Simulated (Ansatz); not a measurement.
Given:

MgS:
```
CELL_PARAMETERS angstrom
      0.00000     2.61478     2.61478
      2.61478     0.00000     2.61478
      2.61478     2.61478     0.00000
ATOMIC_POSITIONS crystal
  Mg 0.00000 0.00000 0.00000
  S  0.50000 0.50000 0.50000
```

This is the PBE-relaxed structure.

Problem. All from PBE in the plane-wave PAW code Ansatz, unless another level is named. Estimate the formation energy from the elements (no fitted shifts).

Solution. -1.44 eV/atom.

Problem. Next, the smallest direct gap on the standard path?

Solution. 3.60 eV.

Problem. Next, the electron effective mass?

Solution. 0.29, 0.29, 0.52 mₑ (principal values).

Problem. Predict the hole effective mass, band 3 of 3 at the edge.

Solution. 0.25 along [100], 0.20 along [110], 0.19 along [111] (mₑ).

Problem. What about the valence-band maximum?

Solution. at Γ.

Problem. Next, the conduction-band minimum?

Solution. at X (3 equivalent valleys).

Space group Fm-3m (rock salt). The cell was relaxed with PBE under the symmetry of its start. The references are the lowest solids computed at this level, not always the standard phases.

Potentials: the later of the program's two PAW sets.
